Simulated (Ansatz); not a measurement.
KTaO3:
Space group Pm-3m (No. 221); a = 3.952 Å, b = 3.952 Å, c = 3.952 Å, α = 90.00°, β = 90.00°, γ = 90.00°

| atom | site | symmetry | x | y | z |
|---|---|---|---|---|---|
| K | 1a | m-3m | 0.0000 | 0.0000 | 0.0000 |
| Ta | 1b | m-3m | 0.5000 | 0.5000 | 0.5000 |
| O | 3c | 4/mm.m | 0.0000 | 0.5000 | 0.5000 |

Relaxed with LDA.

**Question.** Give the optical modes at the zone centre with their infrared and Raman activity from DFPT, the program Ansatz at the LDA level (PAW).

**Answer.** Transverse frequencies, without the LO–TO term; a row sums one degenerate level.

| ω (cm⁻¹) | degeneracy | IR ((D/Å)²/amu) | Raman (Å⁴/amu) | activity | symmetry |
|---|---|---|---|---|---|
| 92 | 3 | 137.20 | 0 | IR | T1u |
| 181 | 3 | 15.48 | 0 | IR | T1u |
| 246 | 3 | 0.00 | 0 | silent | T2u |
| 553 | 3 | 86.41 | 0 | IR | T1u |

**Question.** How high does the top mode go among those that the LO–TO term moves?

**Answer.** 816 cm⁻¹ for q along x.

Symmetry was held in the LDA relaxation. The run is not spin-polarised. Scalar-relativistic: spin–orbit coupling is off unless named, which matters more the heavier the elements.

Potentials: the later of the program's two PAW sets.
